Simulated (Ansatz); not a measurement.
BeS:
```xyz
6
Lattice="3.3989 0.0000 0.0000 -1.6994 2.9435 0.0000 0.0000 0.0000 7.6723" Properties=species:S:1:pos:R:3 pbc="T T T"
Be     1.6994     0.0000     0.0000
Be    -0.8497     1.4717     2.5574
Be     0.8497     1.4717     5.1149
S      1.6994     0.0000     3.8362
S     -0.8497     1.4717     6.3936
S      0.8497     1.4717     1.2787
```

x, y and z are the axes in which the lattice vectors are written.

Give the high-frequency dielectric tensor and the Born effective charge tensors of the independent atoms from DFPT, plane-wave PAW LDA (Ansatz code).


ε∞:
```
6.94  0.00  0.00
0.00  6.94  0.00
0.00  0.00  7.56
```
Z* of atom 1 (Be), rows: field, columns: displacement, in e:
```
1.40  0.00  0.00
0.00  2.25  0.00
0.00  0.00  1.83
```
Z* of atom 4 (S), rows: field, columns: displacement, in e:
```
-1.54   0.00   0.00
 0.00  -2.11   0.00
 0.00   0.00  -1.83
```

Space group P6_422. The start of the workflow was typed in or built on a structure type; neither database checked (COD, Materials Project) lists it. COD files the formula under space group No. 216. Whether it is the stable phase at ambient conditions was not checked. The LDA relaxation kept the symmetry of its start; its stability against distortions is not shown here.

Potentials: the earlier of the program's two PAW sets. The files were generated under PBE; for other functionals the program regenerates the frozen cores, and for LDA and PBEsol the local potential too.
